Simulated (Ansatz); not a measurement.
Given:

InGaN$_{2}$:
```xyz
4
Lattice="3.3535 0.0000 0.0000 -1.6768 2.9042 0.0000 0.0000 0.0000 5.4996" Properties=species:S:1:pos:R:3 pbc="T T T"
In     0.0000     0.0000     5.4837
Ga     1.6768     0.9681     2.7273
N      1.6768     0.9681     0.8030
N      0.0000     0.0000     3.3139
```

This is the PBEsol-relaxed structure. Tensor components refer to the Cartesian frame of this cell.

**Question.** All from the program Ansatz at the PBEsol level (PAW), unless another level is named. Give the gap with spin–orbit coupling.

**Answer.** 0.31 eV.

**Question.** Give the hole effective mass, band 1 of 2 at the edge.

**Answer.** 2.2 along x, 2.4 along z (mₑ).

**Question.** What about the weight of the conduction-edge state by species (Voronoi cells)?

**Answer.** N 51 %, In 25 %, Ga 24 %.

Space group P3m1. The workflow started from a Materials Project entry (that database holds measured and hypothetical structures alike); the Crystallography Open Database copy checked does not list it. With In and Ga taken as one species the cell has the higher symmetry P6_3mc, so it may be an ordered model of a mixed-site phase. Its standing as an ambient phase is unchecked. The PBEsol relaxation kept the symmetry of its start; of distortions, only those at the zone centre were tested. Spin–orbit coupling is left out wherever it is not named.

Potentials: the later of the program's two PAW sets.
